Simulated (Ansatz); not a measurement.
input.yaml (Ansatz)

```yaml
crystal:
  lattice:
    - [-3.251621102, 3.2486940325, 1.3176956043]
    - [3.2486940325, -3.251621102, 1.3176956043]
    - [1.6569144765, 1.6569144765, -1.3230565373]
  atoms:
    - { symbol: Pd, position: [0.9999376906, 6.23094e-05, 1.0], spin: 0.5 }
    - { symbol: Pd, position: [0.7500623094, 0.2499376906, 0.5], spin: -0.5 }
hamiltonian:
  xc: pbesol
  pseudopotentials:
    kind: paw
    azcp:
      Pd: "pseudopotentials/Pd.paw.azcp"
basis:
  ecutwfc: 420
  fft_grid_basis: typed
kpoints:
  mp_grid: { grid: [16, 16, 15], shift: [0, 0, 0] }
magnetization:
  spin_polarized: true
scf:
  occupations: { method: fermi_dirac, width: 0.05 }
  lower_state_search: "off"
output:
  stress: true
```

Output

```
Warning: the record states the generating functional pbe (its physics header spells it `PBE`), which answers neither for hamiltonian.xc's functional nor for the pbesol family's — results may be inconsistent (PPs are generated against a specific XC)
Engine: ansatz 0.2.0, aarch64-unknown-linux-gnu
Pseudopotentials: kind: paw
Pseudopotential: Pd, paw, valence charge 18, recommended cutoff 420 eV (normal) 
Functional definition: PBEsol
  exchange = pbesol_x
  correlation = pbesol_c
Crystal: 2 atoms, lattice volume = 28.359 Å³
Basis set: ecut = 420 eV, 569 PW (Γ)
Bands: 23, of which v1, the nominal top of the filled ones, is band 18 counted from 1 (17 counted from 0)
Symmetry: 2 space group operations
Space group: C2 (ITA 5), of the structure as read, at distance tolerance 3.0e-5 Å
Magnetic group: BNS 15.88 (UNI 95), of the structure as read, at distance tolerance 3.0e-5 Å
k-points: 1025 of 3840 (time reversal used)
Non-local potential: Pd, projectors of the file, l = 0: 2, l = 1: 2, l = 2: 2, l = 3: 1
PAW form: soft (Blöchl's): semilocal exchange-correlation on the pseudo side does not see the compensation charge
PAW frozen core: Pd, regenerated for the run's functional, and the local potential with it (the file was generated under x = pbe(κ = 0.804, μ = 0.2195149727645171), c = pbe(β = 0.06672455060314922))
PAW one-centre angular grid: Pd, 590 points (default); XC on 64 Gauss nodes
Initial density: superposition of atomic densities (chi_scale 0.1, normalization cell)
Starting moments: Σ|m| = 1 μB on 2 of 2 sites
Starting magnetic order: antiferromagnet; an inversion exchanges its spin sublattices: spin-degenerate at every k-point
Initial wavefunctions: pseudopotential atomic-orbital guess
Functional: x = pbesol(κ = 0.804, μ = 0.12345679012345678), c = pbesol(β = 0.046)
SCF iter   1: F=—  HF=-13815.224710 eV  |F-HF|=—  |Δ(HF+E_count)|=         —  Δρ=8.76e-2 (↑8.76e-2 ↓8.76e-2)  dr2=7.73e0  dr2_m=1.65e-1  M=-0.000 μB ∫|m|=0.323 μB  β_m=0.30  ethr=3.10e-3  ⟨swp⟩=5.1  Hψ=205238  notcnv=0
spin=Collinear: Kerker preconditioning applied to the charge; magnetization (m = ρ↑ − ρ↓) channel mixes plain (no charge-response kernel on spin).
SCF iter   2: F=—  HF=-13813.835704 eV  |F-HF|=—  |Δ(HF+E_count)|=    1.39e0  Δρ=5.32e-2 (↑5.32e-2 ↓5.32e-2)  dr2=2.69e0  dr2_m=9.68e-2  M=0.000 μB ∫|m|=0.276 μB  β_m=0.30  ethr=3.10e-3  ⟨swp⟩=2.4  Hψ=95117  notcnv=0  defer=716
SCF iter   3: F=—  HF=-13813.109455 eV  |F-HF|=—  |Δ(HF+E_count)|=   7.26e-1  Δρ=2.15e-2 (↑2.15e-2 ↓2.15e-2)  dr2=1.06e-1  dr2_m=5.74e-2  M=0.000 μB ∫|m|=0.235 μB  β_m=0.30  ethr=3.10e-3  ⟨swp⟩=2.6  Hψ=81316  notcnv=0  defer=716
SCF iter   4: F=—  HF=-13813.108850 eV  |F-HF|=—  |Δ(HF+E_count)|=   6.05e-4  Δρ=1.23e-2 (↑1.23e-2 ↓1.23e-2)  dr2=5.58e-3  dr2_m=3.73e-2  M=0.000 μB ∫|m|=0.194 μB  β_m=0.30  ethr=2.94e-4  ⟨swp⟩=2.0  Hψ=105690  notcnv=0  defer=910
SCF iter   5: F=—  HF=-13813.113760 eV  |F-HF|=—  |Δ(HF+E_count)|=   4.91e-3  Δρ=9.80e-3 (↑9.80e-3 ↓9.80e-3)  dr2=1.13e-3  dr2_m=2.42e-2  M=0.000 μB ∫|m|=0.161 μB  β_m=0.30  ethr=1.55e-5  ⟨swp⟩=2.3  Hψ=65072  notcnv=0  defer=910
...
iter 13 did not close the SCF: its close was put off for a magnetic moment that had not settled (scf_convergence_deferred on its scf_iter line)
SCF iter  13: F=-13813.122769 eV  HF=-13813.122769 eV  |F-HF|=8.09e-9  |Δ(HF+E_count)|=   6.96e-6  Δρ=7.21e-6 (↑6.99e-6 ↓7.21e-6)  dr2=7.40e-10  dr2_m=1.28e-8  M=0.000 μB ∫|m|=0.000 μB  β_m=0.80  ethr=2.78e-10  ⟨swp⟩=2.8  Hψ=183414  notcnv=0
iter 14 did not close the SCF: its close was put off for a magnetic moment that had not settled (scf_convergence_deferred on its scf_iter line)
SCF iter  14: F=-13813.122769 eV  HF=-13813.122769 eV  |F-HF|=5.13e-10  |Δ(HF+E_count)|=   1.05e-8  Δρ=2.45e-6 (↑2.45e-6 ↓2.45e-6)  dr2=3.37e-10  dr2_m=1.44e-9  M=0.000 μB ∫|m|=0.000 μB  β_m=0.90  ethr=2.06e-12  ⟨swp⟩=1.0  Hψ=139275  notcnv=0
SCF iter  15: F=-13813.122769 eV  HF=-13813.122769 eV  |F-HF|=7.28e-11  |Δ(HF+E_count)|=  9.59e-10  Δρ=4.37e-7 (↑4.37e-7 ↓4.25e-7)  dr2=9.99e-11  dr2_m=1.80e-11  M=0.000 μB ∫|m|=0.000 μB  ethr=1.00e-12  ⟨swp⟩=1.0  Hψ=138889  notcnv=0
WARN: the starting moments were not kept: the SCF closed with an absolute magnetisation of 2.7e-6 μB, where they sum to 1 μB in size (2 sites). That is at most 0.1 of that sum. Measured as dr2_m measures the in/out step, that magnetisation stands 3.1e-12 eV from none, at or under the dr2_threshold of 1.0e-7 eV: it is no larger than a step whose dr2_m would equal this threshold. The system may hold no moment; this SCF shows only that its start led to no more than that. To try another start: raise the starting moments (crystal.atoms[].spin, magnetization.per_species, magnetization.initial_magnetization, or on a non-collinear deck that types none of these the spinor_matrix: blocks that start its atoms; where the total moment is fixed, keep their sum and leave initial_magnetization as it is; typed ones take the place of any that the run laid by itself, positive ones on a crystal's lanthanoids without a Hubbard term where scf.initial_density.shell_occupations: [] is typed) or, if the notice of its spin-set hold's release reads "site moments contracting" or "site moments show no strong build", lengthen the hold (scf.mixing.spin_hold: { on: { confirm: 4 } }; for m-r²SCAN on two components see the key's manual first). Each may lead to a state that holds a moment. A second SCF, from the converged charge density, with the starting moments and any scf.initial_density.shell_occupations laid on it anew, would have followed, and was not run: the deck does not ask for one (magnetization.retry_lost_moments is false, the default). To let it run, set magnetization.retry_lost_moments: true and run the deck again, where that key's refused combinations let it; where memory then withholds it, that run's warning says so.
SCF 1 converged in 15 iterations: F = -13813.122769 eV  dr2 = 9.99e-11
SCF converged after 15 iterations
Magnetization: 0.0000 μB (18.0000 up, 18.0000 down)
Absolute magnetization: 0.0000 μB (∫|ρ↑−ρ↓|, with the PAW one-centre terms)
Spin contamination: 0.0000 ħ² per cell (⟨S²⟩ above its minimum at these occupations)
Per-site moments (μB) at R_I (Å): [(-2.463213395411239e-7, 1.0871002145965445), (6.019599738650194e-7, 1.0871002145965445)]
Free energy (F): -13813.122769 eV
Harris-Foulkes:  -13813.122769 eV  (|F-HF|=7.28e-11)
Internal energy: -13813.093674 eV  (E = F + TS)
E sigma→0 (E₀):  -13813.108221 eV
Entropy (-TS):   -0.029095 eV (-14.548 meV/atom)
Fermi energy:    20.751762 eV
--- Per-component energies (eV) ---
  E_band       = -245.005378
  E_kinetic    = 1029.625559
  E_local      = -3402.198602  (includes V_loc(G=0)·N_el)
  E_nonlocal   = 438.434133
  E_hartree    = 1386.203840
  E_xc         = -336.499110
  E_vxc        = -423.864599  (∫ρ·V_xc dr)
  E_paw        = -7369.783667  (= ΣΔE_a)
  E_vpaw       = -659.410739  (= ΣTr[D̂ρ^β])
  E_aug_tail   = 0.000426  (compensation charges beyond the density's cutoff)
  E_ewald      = -5559.481300
  E_core_change = 0.605048  (= ΣΔE_core)
  E_smearing   = -0.029095  (= −TS)
  E_closure    = 0.000000  (closes the sum)
  Σ components = -13813.122769   (vs F -13813.122769, Δ=0.00e0)
--- Stress (GPa, compression-positive) ---
        9.066566       0.228633       0.244921
        0.228633       9.066566       0.244921
        0.244921       0.244921       8.995157
  P = ⅓ Tr σ = 9.0428 GPa (90.428 kbar)
```

Command:

```sh
ansatz run input.yaml --threads 2 --pin off --max-ram 5120MiB --backend cpu --events-out ev --progress --plain --runs-dir out
```

On 2 threads of Arm Neoverse V2 (shared host) this took about 110 s of wall time and 220 s of CPU time, with 1.3 GiB at the peak.
